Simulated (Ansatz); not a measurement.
**Property card for AlC2N**

AlC$_{2}$N:
```xyz
4
Lattice="1.4688 0.8480 4.7824 -1.4688 0.8480 4.7824 0.0000 -1.6960 4.7824" Properties=species:S:1:pos:R:3 pbc="T T T"
Al     0.0000     0.0000     0.0231
N      0.0000     0.0000    12.4655
C      0.0000     0.0000     6.9873
C      0.0000     0.0000     5.6312
```

Space group R3m (No. 160); conventional cell a = 2.938 Å, b = 2.938 Å, c = 14.347 Å, α = 90.00°, β = 90.00°, γ = 120.00°.

Method: plane-wave PAW PBEsol (Ansatz code). The cell and atoms are relaxed at this level. Other levels are named where they apply.

Cell and energy:

* **Volume per atom**: 8.93 Å³
* **Density**: 3.02 g/cm³
* **Formation energy from the elements (no fitted shifts)**: 0.83 eV/atom

Electronic structure:

Electronic character: metallic (no gap)
Density of states at the Fermi level: 0.07 states/eV per atom (mean over ±0.08 eV)

Mechanics:

* **Bulk modulus (Birch–Murnaghan fit)**: 168 GPa
* **Pressure derivative B′**: 4.0

Phonons:

- Highest zone-centre frequency: 1417 cm⁻¹
- Zone-centre stability: unstable, softest mode 596i cm⁻¹

The start of the workflow was typed in or built on a structure type; neither database checked (COD, Materials Project) lists it. Its standing as an ambient phase is unchecked. The PBEsol relaxation kept the symmetry of its start. Its formation energy is positive at this level, so the cell may be metastable or incomplete. As this level gives no gap, phonon frequencies hold no LO–TO term and depend on the k-mesh and smearing (Fermi–Dirac, 0.1 eV here). The references are the lowest solids computed at this level, not always the standard phases (solids in place of the gases).

Potentials: the earlier of the program's two PAW sets. The files were generated under PBE; for other functionals the program regenerates the frozen cores, and for LDA and PBEsol the local potential too.
